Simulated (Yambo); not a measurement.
# How GW settings move the gap: TaAgO₃

G0W0@LDA for TaAgO$_{3}$ (space group R-3c, No. 167) in Yambo. Reference settings: 2×2×2 Γ-centred k mesh, bands 11 to 207 and a 7 Ry block in the screening, 207 bands in G with the Bruneval-Gonze terminator, plasmon pole fitted at 27.2 eV. The LDA gap L → F on this mesh is 1.89 eV; G0W0 gaps are taken between the same points.

```json
[
 {"change from the reference": "reference settings", "G0W0 gap L → F (eV)": "3.68", "shift of the valence edge (eV)": "-0.63", "rough Yambo cost": "1"},
 {"change from the reference": "96 bands in W, 96 bands in G", "G0W0 gap L → F (eV)": "3.93", "shift of the valence edge (eV)": "-0.50", "rough Yambo cost": "about 1/2"},
 {"change from the reference": "wavefunctions cut at 20 Ry", "G0W0 gap L → F (eV)": "3.44", "shift of the valence edge (eV)": "-0.34", "rough Yambo cost": "about 1/2"},
 {"change from the reference": "exchange cut at 20 Ry", "G0W0 gap L → F (eV)": "2.78", "shift of the valence edge (eV)": "0.36", "rough Yambo cost": "–"},
 {"change from the reference": "72 bands in W, 72 bands in G, 2 Ry block", "G0W0 gap L → F (eV)": "4.78", "shift of the valence edge (eV)": "-0.98", "rough Yambo cost": "about 1/4"},
 {"change from the reference": "72 bands in W, 72 bands in G, 6 Ry block", "G0W0 gap L → F (eV)": "4.35", "shift of the valence edge (eV)": "-0.66", "rough Yambo cost": "about 1/3"},
 {"change from the reference": "96 bands in W, 96 bands in G, 6 Ry block", "G0W0 gap L → F (eV)": "3.94", "shift of the valence edge (eV)": "-0.49", "rough Yambo cost": "about 1/2"},
 {"change from the reference": "167 bands in W, 167 bands in G, 2 Ry block", "G0W0 gap L → F (eV)": "4.19", "shift of the valence edge (eV)": "-0.84", "rough Yambo cost": "within a factor of two"},
 {"change from the reference": "167 bands in W, 167 bands in G, 3 Ry block", "G0W0 gap L → F (eV)": "3.99", "shift of the valence edge (eV)": "-0.71", "rough Yambo cost": "within a factor of two"},
 {"change from the reference": "167 bands in W, 167 bands in G, 4 Ry block", "G0W0 gap L → F (eV)": "3.79", "shift of the valence edge (eV)": "-0.60", "rough Yambo cost": "within a factor of two"},
 {"change from the reference": "167 bands in W, 167 bands in G, 6 Ry block", "G0W0 gap L → F (eV)": "3.72", "shift of the valence edge (eV)": "-0.57", "rough Yambo cost": "within a factor of two"},
 {"change from the reference": "6 Ry block", "G0W0 gap L → F (eV)": "3.69", "shift of the valence edge (eV)": "-0.60", "rough Yambo cost": "within a factor of two"},
 {"change from the reference": "96 bands in W, 96 bands in G, no terminator", "G0W0 gap L → F (eV)": "4.09", "shift of the valence edge (eV)": "-0.19", "rough Yambo cost": "about 1/2"},
 {"change from the reference": "127 bands in W, 127 bands in G, 3 Ry block, no terminator", "G0W0 gap L → F (eV)": "4.09", "shift of the valence edge (eV)": "-0.50", "rough Yambo cost": "about 1/2"},
 {"change from the reference": "3 Ry block, no terminator", "G0W0 gap L → F (eV)": "3.93", "shift of the valence edge (eV)": "-0.62", "rough Yambo cost": "within a factor of two"}
]
```

The reference isn't shown to be the converged limit. Costs are rough (shared machines), scaled to the same edge states, and given only for runs that recompute the screening. The mesh misses a band edge: along a dense path the LDA gap is 1.82 eV against 1.89 eV on the mesh.

Spin-orbit coupling is left out, which matters for elements this heavy: edges can move by tenths of an eV.

Geometry of the Materials Project entry, not relaxed at this level; primitive cell a = 5.6510 Å, b = 5.6510 Å, c = 5.6510 Å, α = 59.12°, β = 59.12°, γ = 59.12°.

The structure is a Materials Project entry; no match was found in the copy of COD used, and its stability was not checked.

A shift is the quasiparticle energy of the state minus its LDA energy.
